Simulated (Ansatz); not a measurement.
# An elastic constant from a strain scan in C

The calculation used DFT r2SCAN, scalar-relativistic, plane waves, PAW in Ansatz. Cutoff 500 eV, Γ-centred 12×12×12 k-points, Gaussian smearing of 0.05 eV. No spin polarisation. Energies are free energies at this smearing, counted from the undisturbed cell; pressure is positive in compression.

Reference structure (relaxed at this level):

```
CELL_PARAMETERS angstrom
0.00000 1.78014 1.78014
1.78014 0.00000 1.78014
1.78014 1.78014 0.00000
ATOMIC_POSITIONS crystal
C 0.50000 0.50000 0.50000
C 0.75000 0.75000 0.75000
```

The cell is strained by ε times the Voigt pattern (0, 0, 1, 0, 0, 0) (xx, yy, zz, yz, xz, xy; engineering shear) with fractional coordinates fixed. The cell holds 2 atoms in V0 = 11.28 Å³. The stress column is τ = (1/V0) dE/dε, got from the stress tensor σ (compression positive) at each point as −det(1 + εP) σ : P(1 + εP)⁻¹, with P the pattern as a tensor.

```csv
ε,ΔE (meV/atom),τ (GPa)
-0.0600,74.268,-72.148
-0.0450,41.235,-53.070
-0.0300,18.090,-34.698
-0.0150,4.463,-17.014
0.0000,0.000,-0.005
0.0150,4.342,16.347
0.0300,17.151,32.051
0.0450,38.086,47.121
0.0525,51.497,54.421
0.0600,?,?
```

Which combination of elastic constants does this scan measure, and how large is it?

For small ε, τ = τ0 + Kε with K = pᵀCp, which for this pattern is C11 in the cubic axes. The parabola through τ at ε = -0.0150, 0 and 0.0150 has slope K = 1112 GPa at zero. The energies per cell, E = NΔE, of the same two points give K = 2[E(ε₊)/ε₊ − E(ε₋)/ε₋]/[(ε₊ − ε₋)V0] = 1112 GPa, in agreement.

Predict the withheld row at ε = 0.0600 from the harmonic law, and compare.

ΔE = V0(τ0 ε + Kε²/2)/N = 70.467 meV/atom and τ = 66.72 GPa. The calculation gives 66.813 meV/atom and 61.57 GPa: the energy lies 5 % below the harmonic value, as bonds soften when stretched.

Cost: 10 runs of about 0.2 core-minutes in all, on Intel Xeon 6975P-C (Granite Rapids) (shared hosts).